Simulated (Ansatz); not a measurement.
The cell below belongs to a search over invented structures; it isn't taken from experiment.

Input and command of a plane-wave DFT calculation in Ansatz:

```yaml
crystal:
  lattice:
    - [5.1223061074, 0.0, 0.0]
    - [-2.5611530537, 4.436047215, 0.0]
    - [0.0, 0.0, 7.9067562727]
  atoms:
    - { symbol: Cu, position: [0.0, 0.0, 0.5] }
    - { symbol: Sn, position: [0.3333333333, 0.6666666667, 0.5] }
    - { symbol: Sn, position: [0.6666666667, 0.3333333333, 0.5] }
    - { symbol: Sn, position: [0.0, 0.0, 0.1827187615] }
    - { symbol: Sn, position: [0.0, 0.0, 0.8172812385] }
basis:
  ecutwfc: 420
kpoints:
  mp_grid: { grid: [12, 12, 6] }
hamiltonian:
  xc: pbe
scf:
  occupations: { method: gaussian, width: 0.1 }
output:
  forces: true
  stress: true
  eigenvalues: true
relax:
  adjacent_minimum: "off"
  f_tol: 0.01
  max_steps: 80
  cell: { stress_tol: 0.05 }
```

```bash
ansatz run input.yaml --threads 1 --pin off --max-ram 2560MiB --backend cpu --events-out ev --progress --plain --runs-dir out
```

Processor: Intel(R) Xeon(R) Processor @ 2.50GHz (Skylake/Cascade Lake), 1 thread, on a host shared with other jobs.

Task: How long does it run, and how much memory does it take?

Result: About 4.3 min, peak memory 0.75 GiB. It solves 45 bands at 76 k points (after reduction by symmetry) with about 3561 plane waves (on the last cell), in 24 SCF iterations over 4 ionic steps.
